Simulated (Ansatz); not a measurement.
An Ansatz input for KB₃H₃

```yaml
crystal:
  lattice:
    - [0.0, 4.4195, 4.4195]
    - [4.4195, 0.0, 4.4195]
    - [4.4195, 4.4195, 0.0]
  atoms:
    - { symbol: K, position: [0.25, 0.25, 0.25] }
    - { symbol: K, position: [0.75, 0.75, 0.75] }
    - { symbol: B, position: [0.8617912536, 0.1382087464, 0.1382087464] }
    - { symbol: B, position: [0.1382087464, 0.8617912536, 0.1382087464] }
    - { symbol: B, position: [0.1382087464, 0.8617912536, 0.8617912536] }
    - { symbol: B, position: [0.8617912536, 0.1382087464, 0.8617912536] }
    - { symbol: B, position: [0.1382087464, 0.1382087464, 0.8617912536] }
    - { symbol: B, position: [0.8617912536, 0.8617912536, 0.1382087464] }
    - { symbol: H, position: [0.7252379624, 0.2747620376, 0.2747620376] }
    - { symbol: H, position: [0.2747620376, 0.7252379624, 0.2747620376] }
    - { symbol: H, position: [0.2747620376, 0.7252379624, 0.7252379624] }
    - { symbol: H, position: [0.7252379624, 0.2747620376, 0.7252379624] }
    - { symbol: H, position: [0.2747620376, 0.2747620376, 0.7252379624] }
    - { symbol: H, position: [0.7252379624, 0.7252379624, 0.2747620376] }
kpoints:
  mp_grid: { grid: [6, 6, 6] }
scf:
  occupations: { method: fermi_dirac, width: 0.05 }
  max_iter: 2.5
hamiltonian:
  xc: pbe
  pseudopotentials: { kind: paw }
output:
  forces: true
  stress: true
  populations: true
  efg:
    quadrupole_moments_barn: { K: 0.0603, B: 0.04059, H: 0.00285783 }
    contact_densities: true
```

```sh
ansatz run input.yaml --threads 1 --pin off --max-ram 2560MiB --backend cpu --events-out ev --progress --plain --runs-dir out
```

Question: Does this calculation finish, and if not, why?

Answer: The program refused the input. The input holds a value of the wrong type. The program says:

```
Error: YAML parse error: error: line 25 column 13: invalid u64
  --> <input>:25:13
   |
23 | scf:
24 |   occupations: { method: fermi_dirac, width: 0.05 }
25 |   max_iter: 2.5
   |             ^ invalid u64
26 | hamiltonian:
27 |   xc: pbe
   |
```

Against a sound input the change was `scf.max_iter`: not typed → 2.5.

With the sound settings the run converges and gives V_zz (10²¹ V/m²) B -0.56 (η 0.00), H 1.90 (η 0.00), and under 0.004 at the other sites. These hold for the positions as typed, which a relaxation reached.
